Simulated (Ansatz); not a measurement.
La3Tl: all-electron results

```
La Tl
1.0
     5.06000    0.00000    0.00000
     0.00000    5.06000    0.00000
     0.00000    0.00000    5.06000
La Tl
3 1
Direct
  0.00000 0.50000 0.50000
  0.50000 0.00000 0.50000
  0.50000 0.50000 0.00000
  0.00000 0.00000 0.00000
```

Atoms are numbered in the order listed.

The geometry is COD entry 1522573, unchecked; take it as a test cell.

Spin–orbit coupling is left out, though it moves levels of the heavy atoms by tenths of an eV or more.

All numbers are computed: DFT, LDA, all-electron LAPW, scalar-relativistic (Ansatz 0.2.0); DFT, LDA, PAW with Ansatz's default frozen-core files, scalar-relativistic (Ansatz 0.2.0).

For LAPW: a Γ-centred 8×8×8 k mesh, Fermi–Dirac smearing of 0.08 eV, basis error target 0.5 meV/atom, no spin polarisation. PAW takes a cutoff of 420 eV at this cell (files made with PBE, cores remade for this functional). The Ansatz runs share mesh, smearing and spin set-up. Values come from LAPW unless marked.

* Pressure at this cell: -3.59 GPa
* Band gap: none: bands cross the Fermi level, a metal
* Density of states at the Fermi level (0.2 eV bin): 7.23 states/eV per cell
* Volume per atom: 218.6 bohr³

(1) Give the computed value. Löwdin charges (with 0.04 e of the cell spilling out of the atomic basis, so their sizes and signs hang on that basis).

(2) Predict this quantity. Bader charges (from the PAW run).

Results:

(1) La1 0.19, Tl4 -0.53 e.

(2) La1 +0.48, Tl4 -1.43 e.
